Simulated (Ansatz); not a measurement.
Ansatz 0.2.0, relaxation: FeCo$_{2}$H$_{4}$

Input:

```yaml
crystal:
  lattice:
    - [3.09131828, 3.05134374, 0.0]
    - [3.09131828, -3.05134374, 0.0]
    - [0.3540354, 0.0, -6.27353828]
  atoms:
    - { symbol: H, position: [0.272, 0.272, 0.513], spin: 0.0 }
    - { symbol: H, position: [0.728, 0.728, 0.487], spin: 0.0 }
    - { symbol: Fe, position: [0.0, 0.0, 0.0], spin: 4.0 }
    - { symbol: H, position: [0.253, 0.253, 0.881], spin: 0.0 }
    - { symbol: H, position: [0.747, 0.747, 0.119], spin: 0.0 }
    - { symbol: H, position: [0.42, 0.42, 0.284], spin: 0.0 }
    - { symbol: H, position: [0.58, 0.58, 0.716], spin: 0.0 }
    - { symbol: H, position: [0.223, 0.777, 0.0], spin: 0.0 }
    - { symbol: H, position: [0.777, 0.223, 0.0], spin: 0.0 }
    - { symbol: Fe, position: [0.5, 0.5, 0.5], spin: 4.0 }
    - { symbol: Co, position: [0.57, 0.02, 0.755], spin: 3.0 }
    - { symbol: Co, position: [0.98, 0.43, 0.245], spin: 3.0 }
    - { symbol: Co, position: [0.43, 0.98, 0.245], spin: 3.0 }
    - { symbol: Co, position: [0.02, 0.57, 0.755], spin: 3.0 }
  symmetry: { detect: false, time_reversal: true }
kpoints:
  mp_grid: { grid: [4, 4, 3], shift: [0, 0, 0] }
magnetization:
  spin_polarized: true
scf:
  occupations: { method: fermi_dirac }
  lower_state_search: "off"
hamiltonian:
  pseudopotentials: { kind: paw }
  xc: pbe
  hubbard:
    projectors: all-electron-ortho-atomic
    sites: [{ species: Co, l: d, u: 4.93, j: 0.93 }]
basis:
  ecutwfc: 420
  fft_grid_basis: typed
relax:
  max_steps: 80
  cell: { p_target: 0.0 }
  f_tol: 0.03
output:
  forces: true
  stress: true
  eigenvalues: true
  bader: false
  populations: true
  elf: true
  write_potential: true
  volumetric_format: npy
  dos:
    e_range: [-12, 8]
    de: 0.05
    projected: { site_lists: { Co: [Co], Fe: [Fe], H: [H] } }
  write_density: true
checkpoint:
  read: saved_state
```

Run with:

```bash
ansatz run input.yaml --threads 2 --pin off --max-ram 4096MiB --backend cpu --events-out ev --progress --plain --runs-dir out
```

Origin of the cell: a known structure type with other elements, at an estimated volume, so it need not be a known compound.

The smearing width isn't typed, so it takes its default of 0.1 eV.

The saved state is a converged single point of the same cell. Its moments changed on the way.

The program first moved the atoms by about 0.01 Å at random, to leave a saddle point that the symmetry would hold.

Steps («new basis» is an SCF on plane waves selected anew at the same cell):

```json
{"step": "1", "ΔF (meV/atom)": "0.0", "max force component (eV/Å)": "4.352", "P (GPa)": "7.23", "volume (Å³)": "118.35", "SCF iterations": "35", "step was": "accepted"}
{"step": "2", "ΔF (meV/atom)": "-153.7", "max force component (eV/Å)": "1.782", "P (GPa)": "4.91", "volume (Å³)": "111.90", "SCF iterations": "53", "step was": "accepted"}
{"step": "3", "ΔF (meV/atom)": "-217.8", "max force component (eV/Å)": "0.518", "P (GPa)": "1.86", "volume (Å³)": "110.33", "SCF iterations": "45", "step was": "accepted"}
{"step": "4", "ΔF (meV/atom)": "-234.4", "max force component (eV/Å)": "0.255", "P (GPa)": "1.26", "volume (Å³)": "110.00", "SCF iterations": "60", "step was": "accepted"}
{"step": "5", "ΔF (meV/atom)": "-253.9", "max force component (eV/Å)": "0.476", "P (GPa)": "0.93", "volume (Å³)": "110.87", "SCF iterations": "60", "step was": "accepted"}
{"step": "6", "ΔF (meV/atom)": "-273.1", "max force component (eV/Å)": "0.509", "P (GPa)": "1.57", "volume (Å³)": "111.35", "SCF iterations": "33", "step was": "accepted"}
{"step": "7", "ΔF (meV/atom)": "-297.7", "max force component (eV/Å)": "0.591", "P (GPa)": "0.76", "volume (Å³)": "112.84", "SCF iterations": "31", "step was": "accepted"}
{"step": "8", "ΔF (meV/atom)": "-323.3", "max force component (eV/Å)": "0.402", "P (GPa)": "0.37", "volume (Å³)": "113.04", "SCF iterations": "31", "step was": "accepted"}
{"step": "9", "ΔF (meV/atom)": "-347.6", "max force component (eV/Å)": "0.346", "P (GPa)": "-0.31", "volume (Å³)": "113.09", "SCF iterations": "33", "step was": "accepted"}
{"step": "10", "ΔF (meV/atom)": "-371.8", "max force component (eV/Å)": "0.342", "P (GPa)": "-0.50", "volume (Å³)": "112.36", "SCF iterations": "33", "step was": "accepted"}
{"step": "11", "ΔF (meV/atom)": "-401.9", "max force component (eV/Å)": "0.315", "P (GPa)": "0.01", "volume (Å³)": "109.90", "SCF iterations": "27", "step was": "accepted"}
{"step": "12", "ΔF (meV/atom)": "-426.8", "max force component (eV/Å)": "0.232", "P (GPa)": "-0.09", "volume (Å³)": "107.74", "SCF iterations": "25", "step was": "accepted"}
{"step": "13", "ΔF (meV/atom)": "-436.3", "max force component (eV/Å)": "0.060", "P (GPa)": "0.06", "volume (Å³)": "106.50", "SCF iterations": "20", "step was": "accepted"}
{"step": "14", "ΔF (meV/atom)": "-437.0", "max force component (eV/Å)": "0.024", "P (GPa)": "0.03", "volume (Å³)": "106.41", "SCF iterations": "19", "step was": "accepted"}
{"step": "15", "ΔF (meV/atom)": "-437.0", "max force component (eV/Å)": "0.011", "P (GPa)": "0.05", "volume (Å³)": "106.42", "SCF iterations": "21", "step was": "accepted"}
{"step": "16", "ΔF (meV/atom)": "-437.0", "max force component (eV/Å)": "0.001", "P (GPa)": "-0.02", "volume (Å³)": "106.46", "SCF iterations": "18", "step was": "accepted"}
{"step": "17", "ΔF (meV/atom)": "-446.0", "max force component (eV/Å)": "0.017", "P (GPa)": "1.82", "volume (Å³)": "106.46", "SCF iterations": "20", "step was": "new basis"}
{"step": "18", "ΔF (meV/atom)": "-449.2", "max force component (eV/Å)": "0.034", "P (GPa)": "0.24", "volume (Å³)": "107.63", "SCF iterations": "11", "step was": "accepted"}
{"step": "19", "ΔF (meV/atom)": "-449.4", "max force component (eV/Å)": "0.007", "P (GPa)": "0.02", "volume (Å³)": "107.91", "SCF iterations": "8", "step was": "accepted"}
{"step": "20", "ΔF (meV/atom)": "-449.6", "max force component (eV/Å)": "0.007", "P (GPa)": "0.07", "volume (Å³)": "107.91", "SCF iterations": "19", "step was": "new basis"}
{"step": "21", "ΔF (meV/atom)": "-449.6", "max force component (eV/Å)": "0.001", "P (GPa)": "-0.01", "volume (Å³)": "107.96", "SCF iterations": "7", "step was": "accepted"}
{"step": "22", "ΔF (meV/atom)": "-449.6", "max force component (eV/Å)": "0.001", "P (GPa)": "-0.01", "volume (Å³)": "107.96", "SCF iterations": "15", "step was": "new basis"}
```

Step 1, with forces in eV/Å:

```xyz
14
Lattice="3.091 3.051 0.000 3.091 -3.051 0.000 0.354 0.000 -6.274" Properties=species:S:1:pos:R:3:forces:R:3 pbc="T T T" step=1
H     1.864   -0.010   -3.220   -3.122   -0.035   -0.498
H     4.675    0.009   -3.051    3.413    0.012    0.473
Fe   -0.004    0.008    0.004    0.134   -0.223   -0.036
H     1.877    0.007   -5.520   -0.559    0.086   -0.413
H     4.667    0.004   -0.740    0.468   -0.086    0.356
H     2.696    0.010   -1.783   -0.469    0.004    2.111
H     3.831    0.000   -4.497    0.428    0.016   -2.079
H     3.084   -1.684    0.000    0.166    4.352    0.051
H     3.085    1.690    0.008   -0.163   -4.110   -0.061
Fe    3.277    0.002   -3.133   -0.257    0.017   -0.030
Co    2.096    1.682   -4.745   -0.744   -0.847    0.421
Co    4.442    1.669   -1.539    0.644   -0.639   -0.325
Co    4.448   -1.669   -1.537    0.708    0.756   -0.340
Co    2.088   -1.671   -4.731   -0.649    0.697    0.371
```

Step 3, with forces in eV/Å:

```xyz
14
Lattice="3.039 3.116 0.184 2.896 -2.971 0.185 -0.034 0.010 -6.114" Properties=species:S:1:pos:R:3:forces:R:3 pbc="T T T" step=3
H     1.379    0.040   -3.074   -0.448   -0.070   -0.074
H     4.527    0.111   -2.682    0.518    0.050    0.077
Fe   -0.003    0.005    0.003   -0.035   -0.050   -0.025
H     1.402    0.047   -5.471    0.239   -0.079    0.064
H     4.490    0.117   -0.277   -0.185    0.084   -0.038
H     2.621    0.036   -1.300   -0.015   -0.162   -0.022
H     3.272    0.135   -4.438    0.023    0.159    0.029
H     3.036   -1.425    0.274    0.080    0.399    0.091
H     2.892    1.575    0.101   -0.084   -0.351   -0.093
Fe    2.957    0.082   -2.867   -0.087    0.004   -0.018
Co    1.546    1.547   -4.499   -0.013   -0.263   -0.037
Co    4.482    1.632   -1.319    0.155   -0.088   -0.004
Co    4.358   -1.387   -1.243    0.005    0.252    0.052
Co    1.422   -1.468   -4.420   -0.154    0.116   -0.001
```

Step 6, with forces in eV/Å:

```xyz
14
Lattice="3.021 3.287 0.291 2.796 -3.060 0.338 -0.305 0.061 -6.075" Properties=species:S:1:pos:R:3:forces:R:3 pbc="T T T" step=6
H     1.131   -0.159   -2.861    0.141   -0.053    0.122
H     4.388    0.357   -2.592   -0.136    0.123   -0.083
Fe    0.006    0.011   -0.002   -0.029    0.015   -0.012
H     1.158   -0.115   -5.370    0.092    0.034   -0.104
H     4.357    0.427   -0.059   -0.092   -0.003    0.055
H     2.550   -0.450   -1.174    0.162    0.072   -0.178
H     2.948    0.779   -4.260   -0.147   -0.132    0.190
H     3.101   -1.490    0.901   -0.276    0.002    0.037
H     2.710    1.741   -0.270    0.319   -0.015   -0.045
Fe    2.756    0.155   -2.718   -0.023   -0.035   -0.010
Co    1.362    1.415   -4.447   -0.300   -0.111    0.059
Co    4.376    1.714   -1.191   -0.458   -0.370   -0.239
Co    4.145   -1.112   -0.991    0.236    0.222   -0.063
Co    1.136   -1.410   -4.267    0.509    0.250    0.271
```

Step 8, with forces in eV/Å:

```xyz
14
Lattice="3.166 3.228 0.238 3.136 -3.199 0.429 -0.316 0.198 -5.621" Properties=species:S:1:pos:R:3:forces:R:3 pbc="T T T" step=8
H     1.335   -0.124   -2.435    0.023    0.096   -0.017
H     4.637    0.324   -2.510    0.054   -0.077    0.001
Fe    0.004    0.012   -0.007    0.066   -0.025    0.005
H     1.245   -0.054   -5.119   -0.059    0.035   -0.071
H     4.746    0.305    0.165    0.027   -0.059    0.121
H     2.961   -0.797   -1.042   -0.043    0.035   -0.342
H     3.017    1.021   -3.899    0.037    0.019    0.309
H     3.308   -1.648    1.128    0.171    0.077    0.167
H     3.007    1.695   -0.467   -0.227   -0.062   -0.173
Fe    2.989    0.118   -2.472   -0.082   -0.030    0.022
Co    1.379    1.431   -4.050   -0.330    0.064   -0.018
Co    4.661    1.562   -1.061    0.105    0.217    0.209
Co    4.601   -1.173   -0.898    0.402   -0.165    0.013
Co    1.331   -1.341   -3.897   -0.144   -0.126   -0.225
```

Step 10, with forces in eV/Å:

```xyz
14
Lattice="3.401 3.004 0.095 3.456 -3.060 0.401 -0.111 0.312 -5.428" Properties=species:S:1:pos:R:3:forces:R:3 pbc="T T T" step=10
H     1.671    0.112   -2.377    0.133    0.017   -0.077
H     5.075    0.154   -2.551   -0.122   -0.033    0.080
Fe    0.001    0.009   -0.006   -0.011    0.011    0.016
H     1.511    0.057   -5.130   -0.022    0.109   -0.019
H     5.231    0.209    0.202    0.043   -0.120    0.013
H     3.437   -0.916   -1.151   -0.102   -0.219   -0.054
H     3.312    1.169   -3.773    0.096    0.218    0.047
H     3.540   -1.556    1.273   -0.143    0.053    0.326
H     3.313    1.511   -0.780    0.183   -0.059   -0.299
Fe    3.374    0.128   -2.462   -0.020    0.011   -0.011
Co    1.572    1.468   -3.925    0.294    0.126   -0.208
Co    5.138    1.508   -1.084    0.116    0.263    0.138
Co    5.179   -1.206   -1.002   -0.342   -0.124    0.185
Co    1.605   -1.247   -3.846   -0.103   -0.253   -0.137
```

Step 12, with forces in eV/Å:

```xyz
14
Lattice="3.560 2.737 0.042 3.596 -2.773 0.200 0.165 0.161 -5.465" Properties=species:S:1:pos:R:3:forces:R:3 pbc="T T T" step=12
H     1.975    0.062   -2.624    0.032    0.009   -0.034
H     5.345    0.070   -2.597   -0.039   -0.008    0.038
Fe    0.000    0.003    0.001   -0.007    0.006    0.000
H     1.847    0.094   -5.336    0.001    0.100   -0.095
H     5.475    0.036    0.116   -0.010   -0.098    0.092
H     3.644   -1.060   -1.320   -0.042   -0.230    0.072
H     3.675    1.190   -3.900    0.039    0.232   -0.075
H     3.528   -1.373    1.419    0.087   -0.036    0.184
H     3.628    1.343   -1.178   -0.090    0.039   -0.176
Fe    3.660    0.065   -2.610    0.005    0.000    0.000
Co    1.920    1.438   -4.063   -0.054    0.158    0.010
Co    5.436    1.413   -1.211   -0.005    0.074   -0.082
Co    5.399   -1.307   -1.155    0.059   -0.154   -0.020
Co    1.882   -1.279   -4.010    0.024   -0.093    0.085
```

Step 17, with forces in eV/Å:

```xyz
14
Lattice="3.605 2.719 0.108 3.605 -2.719 0.108 0.194 0.000 -5.425" Properties=species:S:1:pos:R:3:forces:R:3 pbc="T T T" step=17
H     2.012    0.003   -2.654   -0.017    0.000   -0.002
H     5.391    0.003   -2.553    0.016    0.000    0.002
Fe   -0.001    0.003    0.001    0.000    0.000    0.000
H     1.884    0.003   -5.373    0.017    0.000    0.002
H     5.519    0.003    0.166   -0.017    0.000   -0.002
H     3.653   -1.355   -1.249    0.000    0.000    0.001
H     3.750    1.361   -3.958    0.000    0.000   -0.001
H     3.555   -1.357    1.465    0.000    0.001    0.000
H     3.653    1.363   -1.247    0.000   -0.001    0.000
Fe    3.701    0.003   -2.603    0.000    0.000    0.000
Co    1.948    1.365   -4.014    0.000   -0.001    0.000
Co    5.455    1.365   -1.193    0.000    0.000    0.000
Co    5.455   -1.359   -1.193    0.000    0.001    0.000
Co    1.948   -1.359   -4.014    0.000    0.000    0.000
```

Step 22, with forces in eV/Å:

```xyz
14
Lattice="3.714 2.697 0.122 3.714 -2.697 0.122 0.177 0.000 -5.384" Properties=species:S:1:pos:R:3:forces:R:3 pbc="T T T" step=22
H     2.098    0.003   -2.624    0.001    0.000    0.000
H     5.507    0.003   -2.512   -0.001    0.000    0.000
Fe   -0.001    0.003    0.001    0.000    0.000    0.000
H     1.881    0.003   -5.326   -0.001    0.000    0.000
H     5.723    0.003    0.190    0.001    0.000    0.000
H     3.758   -1.345   -1.222    0.000    0.000    0.000
H     3.847    1.351   -3.914    0.000    0.000    0.000
H     3.670   -1.345    1.469    0.000    0.000    0.000
H     3.758    1.351   -1.222    0.000    0.000    0.000
Fe    3.802    0.003   -2.568    0.000    0.000    0.000
Co    1.990    1.351   -3.975    0.000    0.000    0.000
Co    5.615    1.351   -1.161    0.000    0.000    0.000
Co    5.615   -1.345   -1.161    0.000    0.000    0.000
Co    1.990   -1.345   -3.975    0.000    0.000    0.000
```

| Quantity | Value |
| --- | --- |
| Free energy lowered by | 449.6 meV/atom |
| Volume change | -8.78 % |
| Final pressure | -0.01 GPa |
| Relaxation steps listed | 22 |
| Site moments at the end (small spheres, which read low) | Fe3 +1.9, Fe10 +1.9, Co11 +1.7, Co12 +1.7, Co13 +1.7, Co14 +1.7 μB |
| Total moment | 12.02 μB |

Caveats: the k mesh is coarse if the cell is a metal; the magnetic state was chosen at the start cell and may not be the lowest after relaxing; the program displaced the start to leave a saddle point.

It ran for 39 min on 2 threads of Arm Neoverse V1 (shared host), peak memory 0.7 GiB, from a saved density.
